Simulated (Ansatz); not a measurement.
**Convergence test, Sc**

Computed with Ansatz 0.2.0, DFT r2SCAN, scalar-relativistic, plane waves, PAW.

```yaml
crystal:
  lattice:
    - [-1.91721, 1.91721, 1.71760]
    - [1.91721, -1.91721, 1.71760]
    - [1.91721, 1.91721, -1.71760]
  atoms:
    - { symbol: Sc, position: [0.00000, 0.00000, 0.00000] }
```

* plane-wave cutoff: 500 eV
* occupation rule: Gaussian smearing, 0.1 eV
* spin treatment: unpolarised

The atoms stay fixed while the k-point mesh is varied. ΔE is the energy extrapolated to zero smearing, less that of the reference run (26×26×26). The cell isn't necessarily relaxed at this level. The meshes are Γ-centred. Pressure is positive in compression.

Question: Tried: 1×1×1, 4×4×4, 6×6×6, 8×8×8, 10×10×10, 12×12×12, 14×14×14, 16×16×16, 18×18×18, 20×20×20, 24×24×24, 26×26×26. From which k-point mesh on does the energy per atom stay within 100, 10 and 1 meV of the reference?

Answer: 4×4×4 for 100 meV, 6×6×6 for 10 meV, 10×10×10 for 1 meV. The reference itself isn't shown to be converged.

```tsv
mesh	ΔE (meV/atom)	P (GPa)	irreducible points
1×1×1	-4721	7.39	1
4×4×4	-23.6	-0.44	13
6×6×6	-4.23	-0.18	30
8×8×8	-2.67	-0.49	59
10×10×10	0.20	-0.37	102
12×12×12	0.08	-0.35	163
14×14×14	0.14	-0.32	244
16×16×16	0.10	-0.33	349
18×18×18	-0.08	-0.34	480
20×20×20	-0.08	-0.34	641
24×24×24	0.01	-0.34	1063
26×26×26	0.00	-0.34	1330
```

This form isn't the element's structure at ambient conditions.